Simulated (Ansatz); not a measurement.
Starting cell, CdTe (zinc blende):

```
CELL_PARAMETERS angstrom
      0.00000     3.30902     3.30902
      3.30902     0.00000     3.30902
      3.30902     3.30902     0.00000
ATOMIC_POSITIONS crystal
  Te 0.75000 0.75000 0.75000
  Cd 0.00000 0.00000 0.00000
```

Two-dimensional scan of atom 2 (Cd, nearest neighbour Te at 2.866 Å; its periodic images, 4.7 Å or more away, move with it): u runs along (1.000, 0.000, 0.000), v along (0.000, 1.000, 0.000) (Cartesian). Cell and other atoms are fixed.

The numbers are results of PBE (plane waves to 420 eV, PAW, scalar-relativistic; Ansatz, a program for electronic structure), not measurements. k mesh 7×7×7 (Γ-centred), Fermi-Dirac smearing 0.05 eV. The energy includes the smearing's −TS. CdTe was relaxed with its symmetry unable to fall. Spin-orbit coupling is left out, though Te is heavy. ΔE is measured from the undisplaced structure. Axes are in Å.

**Question.** Give the computed ΔE (meV/cell) at all points of the grid u = -0.430, -0.215, 0.000, 0.215, 0.430 by v = -0.430, -0.215, 0.000, 0.215, 0.430.

**Answer.** ΔE (meV/cell), with u across and v down:

| v \ u | -0.430 | -0.215 | 0.000 | 0.215 | 0.430 |
|---|---|---|---|---|---|
| -0.430 | 847 | 463 | 332 | 463 | 847 |
| -0.215 | 463 | 182 | 85 | 182 | 463 |
| 0.000 | 332 | 85 | 0 | 85 | 332 |
| 0.215 | 463 | 182 | 85 | 182 | 463 |
| 0.430 | 847 | 463 | 332 | 463 | 847 |

(For displaced atoms, the force is minus the slope of the energy, and its curvature is a force constant, which sets phonon frequencies.)
